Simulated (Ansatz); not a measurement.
Values for one crystal, relaxed and computed with the program Ansatz at the r²SCAN level (PAW); other levels are named.

| Quantity | Result |
|---|---|
| Volume per atom | 11.00 Å³ |
| Electronic character | metallic (no gap) |
| Pressure derivative B′ | 4.7 |
| Bulk modulus (Birch–Murnaghan fit) | 138 GPa |
| Formation energy from the elements (no fitted shifts) | 0.075 eV/atom |
| Density of states at the Fermi level | 1.4 states/eV per atom (mean over ±0.08 eV) |

### Question
Which compound is it?
A) Cu2O, anti-fluorite
B) Si2Mo, MoSi2 or CaC2 type
C) ZnO, CsCl type
D) TePd, Cmcm (Te on 4c, Pd on 4c)

### Answer
A, Cu2O, anti-fluorite

Space group Fm-3m (anti-fluorite). The start of the workflow was typed in or built on a structure type; neither database checked (COD, Materials Project) lists it. It is not the phase usual at ambient conditions (space group No. 224). The cell was relaxed with r²SCAN under the symmetry of its start; its stability against distortions is not shown here. The workflow began spin-polarised and lost its moments. The volume moved by 30 % from the start of the relaxation. No Hubbard U is applied. The compound may be a true metal, but semilocal functionals without U, or a wrong spin order, can also close a gap. The references are the lowest solids computed at this level, not always the standard phases (solids in place of the gases).

Potentials: the earlier of the program's two PAW sets.
